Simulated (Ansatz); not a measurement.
**TiP₂S₆, one structure, two calculations**

Cell: an entry of the Crystallography Open Database (COD), ions relaxed with PBE at fixed cell.

```cif
data_TiP2S6
_symmetry_space_group_name_H-M 'Fdd2'
_symmetry_Int_Tables_number 43
_cell_length_a 7.4400
_cell_length_b 10.8420
_cell_length_c 21.5350
_cell_angle_alpha 90.000
_cell_angle_beta 90.000
_cell_angle_gamma 90.000
loop_
_atom_site_label
_atom_site_type_symbol
_atom_site_symmetry_multiplicity
_atom_site_Wyckoff_symbol
_atom_site_fract_x
_atom_site_fract_y
_atom_site_fract_z
Ti Ti 8 a 0.5000 0.5000 0.5993
P P 16 b 0.3635 0.8149 0.1893
S7 S 16 b 0.2576 0.4857 0.6760
S11 S 16 b 0.4870 0.7777 0.2720
S15 S 16 b 0.4809 0.7223 0.6144
```

One atom of each set is listed; the run and its k-mesh use a cell of 18 atoms with edges of 12.06, 11.39, 6.57 Å.

First run. The numbers come from a DFT calculation in Ansatz (PBE, plane waves and PAW, scalar-relativistic, collinear spin, 420 eV cutoff, Γ-centred 5×5×5 k-points, Fermi–Dirac smearing 0.02 eV). Start moments as typed (μB): 2 on each Ti, none on the rest.

| site | V_zz (10²¹ V/m²) | η |
| --- | --- | --- |
| Ti | -2.27 | 0.41 |
| P | -0.50 | 0.77 |
| S7 | 16.12 | 0.30 |
| S11 | 17.11 | 0.17 |
| S15 | 16.01 | 0.34 |

Second run. The same atoms and settings, except that the cutoff is 550 eV.

(1) Given the first result, estimate the second.

Answers

(1) 

```tsv
site	V_zz	η	change of V_zz
Ti	-2.27	0.41	0.00
P	-0.50	0.77	0.00
S7	16.12	0.30	0.00
S11	17.11	0.17	0.00
S15	16.01	0.34	0.00
```

No V_zz moves by more than 0.01.

The start moments die out, and the run ends without spin.
